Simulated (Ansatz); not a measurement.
BN:
```cif
data_B4N4
_chemical_formula_sum 'B4 N4'
_space_group_name_H-M_alt 'P 1'
_space_group_IT_number 1
_cell_length_a 2.48824
_cell_length_b 2.48824
_cell_length_c 13.64321
_cell_angle_alpha 90.000
_cell_angle_beta 90.000
_cell_angle_gamma 120.000
loop_
_space_group_symop_operation_xyz
  'x, y, z'
loop_
_atom_site_label
_atom_site_type_symbol
_atom_site_fract_x
_atom_site_fract_y
_atom_site_fract_z
_atom_site_occupancy
B1 B 0.33333 0.66667 0.11876 1
B2 B 0.66667 0.33333 0.61876 1
B3 B 0.66667 0.33333 0.88124 1
B4 B 0.33333 0.66667 0.38124 1
N1 N 0.33333 0.66667 0.61885 1
N2 N 0.66667 0.33333 0.11885 1
N3 N 0.66667 0.33333 0.38115 1
N4 N 0.33333 0.66667 0.88115 1
```

Relaxed with LDA.

Question: Give the optical modes at the zone centre with their infrared and Raman activity from DFPT, DFT-LDA in the program Ansatz with PAW potentials.

Answer: Transverse frequencies, without the LO–TO term; a row sums one degenerate level.

```
ω (cm⁻¹)  degeneracy  IR ((D/Å)²/amu)  Raman (Å⁴/amu)  activity  symmetry
--------  ----------  ---------------  --------------  --------  --------
30i                2             0.00               0    silent       E2u
17                 2             0.00            1.00     Raman       E1g
35                 2             0.00               0    silent       E2g
63                 1             0.00               0    silent       B2u
81                 1             0.00               0    silent       B1g
102                1             0.00            0.54     Raman       A1g
768                1             7.00               0        IR       A2u
812                1             0.00             2.0     Raman       A1g
815                1             0.00               0    silent       B1g
816                1             0.00               0    silent       B2u
1386               2             0.00            0.61     Raman       E1g
1386               2             0.00               0    silent       E2u
1386               2             0.00            1500     Raman       E2g
1387               2           221.12               0        IR       E1u
```

Question: How high does the top mode go among those that the LO–TO term moves?

Answer: 1613 cm⁻¹ for q along x, 1613 cm⁻¹ for q along y, 819 cm⁻¹ for q along z.

Space group P6_3/mmc. The cell is a constructed one: a structure type filled with these elements. Its sites differ from those of the usual phase in this space group: another stacking or structure type. The LDA relaxation kept the symmetry of its start; phonons on a q-mesh show weakly imaginary modes. The volume moved by 53 % from the start of the relaxation. A crystal of weakly bound layers computed without a dispersion correction: the cell and the soft elastic constants depend strongly on that.

Potentials: the later of the program's two PAW sets.
